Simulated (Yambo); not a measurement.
Yambo run on C (space group C2/m, No. 12, within 0.06 Å of R-3m). The wavefunctions are norm-conserving PBEsol (Quantum ESPRESSO, 82 Ry, scalar-relativistic) ones on a 6×6×4 mesh (4 occupied bands); a = b = 2.456 Å, c = 3.765 Å, α = β = 108.50°, γ = 60.00°.

Yambo input:

```
rim_cut
HF_and_locXC
RandQpts= 1000000
RandGvec= 1 Ry
EXXRLvcs= 82 Ry
VXCRLvcs= 328 Ry
% QPkrange
 1 | 1 | 4 | 5 |
 12 | 12 | 4 | 5 |
 14 | 14 | 4 | 5 |
 42 | 42 | 4 | 5 |
 44 | 44 | 4 | 5 |
 45 | 45 | 4 | 5 |
 47 | 47 | 4 | 5 |
%
```

k points by index: 1 = Γ, 12 = (0, -0.5, 0), 14 = (0, -0.5, -0.5), 42 = (0.333, -0.333, 0), 44 = (0.333, -0.333, -0.5), 45 = (-0.5, -0.5, 0), 47 = (-0.5, -0.5, -0.5).

The o-*.hf file then holds:

```
#    K-point    Band    Eo [eV]    Ehf [eV]    Vxc [eV]    Vnlxc [eV]
#
    1    4    -2.732417    -6.609141    -17.31099    -21.18771
    1    5    3.946180    8.127143    -7.520386    -3.339423
    12    4    -1.853548    -3.643689    -14.06321    -15.85335
    12    5    2.200654    6.807516    -13.56571    -8.958849
    14    4    -2.449214    -4.633802    -13.52799    -15.71258
    14    5    1.558444    5.842021    -12.75743    -8.473853
    42    4    0.000000    0.139451    -13.73676    -13.59731
    42    5    0.501166    3.425455    -14.18211    -11.25782
    44    4    -0.043319    0.087174    -13.68655    -13.55606
    44    5    0.475092    3.377255    -14.17299    -11.27083
    45    4    -2.408112    -4.575120    -13.56220    -15.72921
    45    5    1.607027    5.916695    -12.80631    -8.496645
    47    4    -1.898273    -3.710852    -14.01927    -15.83185
    47    5    2.143669    6.718403    -13.49603    -8.921293
```
Exchange alone, without screening.

Geometry of the Materials Project entry, not relaxed at this level.

This is not the ordinary phase of the substance; no match was found in the copy of COD used, and its stability was not checked.

The distance between layers or molecules is the database entry's, not relaxed here. Functionals without dispersion can leave it too large, which widens gaps and weakens the response across layers: the numbers belong to this cell.
